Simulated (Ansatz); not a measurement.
ZrS2:
```xyz
3
Lattice="3.6845 0.0000 0.0000 -1.8422 3.1908 0.0000 0.0000 0.0000 32.0000" Properties=species:S:1:pos:R:3 pbc="T T F"
S      1.8422     1.0636    17.4371
Zr     0.0000     0.0000    16.0000
S      0.0000     2.1272    14.5629
```
Free-standing layer in the xy plane with vacuum along z and no interaction between images.

Relaxed with r²SCAN+D4.

Q: Tabulate the total density of states from the program Ansatz at the r²SCAN+D4 level (PAW).

A: States/eV per cell of 3 atoms, means over 0.25 eV bins, energy of the bin centre from the valence-band maximum.

```tsv
E (eV)	total
-7.85	0.00
-7.60	0.00
-7.35	0.00
-7.10	0.00
-6.85	0.00
-6.60	0.00
-6.35	0.00
-6.10	0.00
-5.85	0.00
-5.60	0.00
-5.35	0.00
-5.10	0.00
-4.85	0.00
-4.60	0.00
-4.35	0.00
-4.10	1.09
-3.85	1.33
-3.60	2.53
-3.35	3.09
-3.10	6.31
-2.85	1.90
-2.60	3.65
-2.35	4.76
-2.10	5.03
-1.85	3.02
-1.60	1.31
-1.35	2.08
-1.10	4.55
-0.85	2.38
-0.60	2.24
-0.35	2.42
-0.10	0.30
0.15	0.00
0.40	0.00
0.65	0.00
0.90	0.00
1.15	0.00
1.40	0.00
1.65	0.98
1.90	1.60
2.15	2.74
2.40	2.28
2.65	1.69
2.90	0.98
3.15	1.75
3.40	2.67
3.65	3.90
3.90	5.08
4.15	0.31
4.40	0.00
4.65	0.00
4.90	1.17
5.15	2.85
5.40	3.91
5.65	2.45
5.90	1.52
6.15	1.16
6.40	1.94
```

Space group P-3m1 (1T). A layer that has been made, often on a substrate. The r²SCAN+D4 relaxation kept the symmetry of its start; its stability against distortions is not shown here. The run is not spin-polarised. Spin–orbit coupling is left out wherever it is not named.

Potentials: the later of the program's two PAW sets.
